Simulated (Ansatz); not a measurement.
Relaxed MoS$_{2}$ (space group P6_3/mmc):

```yaml
crystal:
  lattice:
    - [6.25541, 0.00000, 0.00000]
    - [-1.56385, 2.70867, 0.00000]
    - [0.00000, 0.00000, 12.19912]
  atoms:
    - { symbol: Mo, position: [0.00000, 0.00000, 0.25000] }
    - { symbol: Mo, position: [0.50000, 0.00000, 0.25000] }
    - { symbol: Mo, position: [0.00000, 0.00000, 0.75000] }
    - { symbol: Mo, position: [0.50000, 0.00000, 0.75000] }
    - { symbol: S, position: [0.16667, 0.66667, 0.37714] }
    - { symbol: S, position: [0.66667, 0.66667, 0.37714] }
    - { symbol: S, position: [0.33333, 0.33333, 0.62286] }
    - { symbol: S, position: [0.83333, 0.33333, 0.62286] }
    - { symbol: S, position: [0.33333, 0.33333, 0.87714] }
    - { symbol: S, position: [0.83333, 0.33333, 0.87714] }
    - { symbol: S, position: [0.16667, 0.66667, 0.12286] }
    - { symbol: S, position: [0.66667, 0.66667, 0.12286] }
```

The atoms are displaced by Q × the pattern below (from a DFPT mode at M = (0.5, 0.0, 0.0), largest move 1; Q in Å), at fixed cell. (q is in reciprocal vectors of the primitive cell; the cell shown is doubled to hold the pattern.)

```json
[
 {"atom": "Mo1", "x": "0.000", "y": "0.000", "z": "-1.000"},
 {"atom": "Mo2", "x": "0.000", "y": "0.000", "z": "1.000"},
 {"atom": "Mo3", "x": "0.000", "y": "0.000", "z": "1.000"},
 {"atom": "Mo4", "x": "0.000", "y": "0.000", "z": "-1.000"},
 {"atom": "S5", "x": "-0.676", "y": "-0.391", "z": "-0.542"},
 {"atom": "S6", "x": "0.676", "y": "0.391", "z": "0.542"},
 {"atom": "S7", "x": "-0.676", "y": "-0.391", "z": "-0.542"},
 {"atom": "S8", "x": "0.676", "y": "0.391", "z": "0.542"},
 {"atom": "S9", "x": "0.676", "y": "0.391", "z": "-0.542"},
 {"atom": "S10", "x": "-0.676", "y": "-0.391", "z": "0.542"},
 {"atom": "S11", "x": "0.676", "y": "0.391", "z": "-0.542"},
 {"atom": "S12", "x": "-0.676", "y": "-0.391", "z": "0.542"}
]
```

All values below come from LDA (plane waves to 420 eV, PAW, scalar-relativistic; Ansatz, a program for electronic structure). k mesh 6×12×3 (Γ-centred), Fermi-Dirac smearing 0.05 eV. MoS2 is run without spin polarisation. MoS2 was relaxed with its symmetry unable to fall.

At one point of the scan the forces (eV/Å) are:

```json
[
 {"atom": "Mo1", "Fx": "0.001", "Fy": "0.000", "Fz": "0.336"},
 {"atom": "Mo2", "Fx": "0.001", "Fy": "0.000", "Fz": "-0.336"},
 {"atom": "Mo3", "Fx": "-0.001", "Fy": "0.000", "Fz": "-0.336"},
 {"atom": "Mo4", "Fx": "-0.001", "Fy": "0.000", "Fz": "0.336"},
 {"atom": "S5", "Fx": "0.076", "Fy": "0.044", "Fz": "0.053"},
 {"atom": "S6", "Fx": "-0.077", "Fy": "-0.044", "Fz": "-0.068"},
 {"atom": "S7", "Fx": "0.077", "Fy": "0.044", "Fz": "0.068"},
 {"atom": "S8", "Fx": "-0.076", "Fy": "-0.044", "Fz": "-0.053"},
 {"atom": "S9", "Fx": "-0.076", "Fy": "-0.044", "Fz": "0.053"},
 {"atom": "S10", "Fx": "0.077", "Fy": "0.044", "Fz": "-0.068"},
 {"atom": "S11", "Fx": "-0.077", "Fy": "-0.044", "Fz": "0.068"},
 {"atom": "S12", "Fx": "0.076", "Fy": "0.044", "Fz": "-0.053"}
]
```

Which point is it?
A. Q = 0.083 Å
B. Q = 0.033 Å
C. Q = 0.100 Å
D. Q = 0.050 Å

B, Q = 0.033 Å

(A displaced cell: forces are minus the slopes of the energy, force constants its curvatures, and phonons follow from these.)
